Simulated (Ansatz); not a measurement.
The cell of Hf2B2O is invented: CoB2W2 type (Immm) distorted into a subgroup (C2, No. 5) (largest shift (Å) 0.73). The dimensions are guesses.

```cif
data_structure
_symmetry_space_group_name_H-M 'C2'
_symmetry_Int_Tables_number 5
_cell_length_a 5.6229
_cell_length_b 7.1638
_cell_length_c 3.2290
_cell_angle_alpha 90.000
_cell_angle_beta 124.437
_cell_angle_gamma 90.000
_cell_volume 107.27
loop_
_atom_site_label
_atom_site_type_symbol
_atom_site_symmetry_multiplicity
_atom_site_Wyckoff_symbol
_atom_site_fract_x
_atom_site_fract_y
_atom_site_fract_z
_atom_site_occupancy
Hf1 Hf 2 b 0.50000 0.78855 0.50000 1
Hf2 Hf 2 b 0.50000 0.20715 0.50000 1
B1 B 4 c 0.69952 0.95141 0.28627 1
O1 O 2 a 0.50000 0.60148 0.00000 1
```

Theory: Ansatz, DFT PBE, scalar-relativistic, plane waves, PAW. Cutoff 420 eV, Gaussian smearing, Γ-centred meshes. Cell and atoms relax first on a coarse mesh and then on a finer one. In between, the cell is made exact in the group found at 0.06 Å. In metals the finer mesh still leaves noise of several meV/atom or more. The steps can't lower the symmetry of their start. No spin polarisation.

A guess keeps its type if space group and coordination stay and the shape of the cell changes little (axis ratios within about 15 %, angles within 6°); the volume may change.

Problem. Does this structure survive the relaxation?

Solution. It doesn't keep its type. The symmetry goes from C2 (No. 5) to Immm (No. 71). The volume per atom grows by 17.0 %, from 10.7 to 12.6 Å³. The shortest distance goes from 1.94 Å (B–B) to 1.64 Å (B–B). Counting neighbours within 15 % of an atom's shortest distance, the start has B 3, Hf 4/6, O 4 and the end B 1, Hf 6, O 4. In detail, at the end Hf is surrounded by 2 O at 2.17 Å, 4 B at 2.49 Å, 2 B at 2.68 Å and 1 Hf at 2.92 Å; B is surrounded by 1 B at 1.64 Å, 4 Hf at 2.49 Å and 2 Hf at 2.68 Å; O is surrounded by 4 Hf at 2.17 Å.

```
Hf B O
1.0
    -1.61215    3.06883    3.17180
     1.61215   -3.06883    3.17180
     1.61215    3.06883   -3.17180
Hf B O
2 2 1
Direct
  0.77018 0.27018 0.50000
  0.22982 0.72982 0.50000
  0.63350 0.50000 0.13350
  0.36650 0.50000 0.86650
  0.00000 0.00000 0.00000
```

Formation energies are uncorrected and refer to the elements' standard structures at the same level (O₂ as a molecule).

Problem. At what energy does it end?

Solution. −0.94 eV/atom. It lies below the elements, which doesn't yet make it stable against other compounds or structures.

The last run used an 8×8×14 mesh (in the run's order of axes) for its 5-atom cell and Gaussian smearing of 0.10 eV. The end has C2/m (No. 12) at a tolerance of 0.01 Å; the cell shown is made exact in the group found at 0.05 Å. These runs have no spin–orbit coupling, which can matter for Hf. A structure relaxed within its symmetry needn't be a true minimum.

In counts of neighbours, a slash parts the counts of unlike sites.
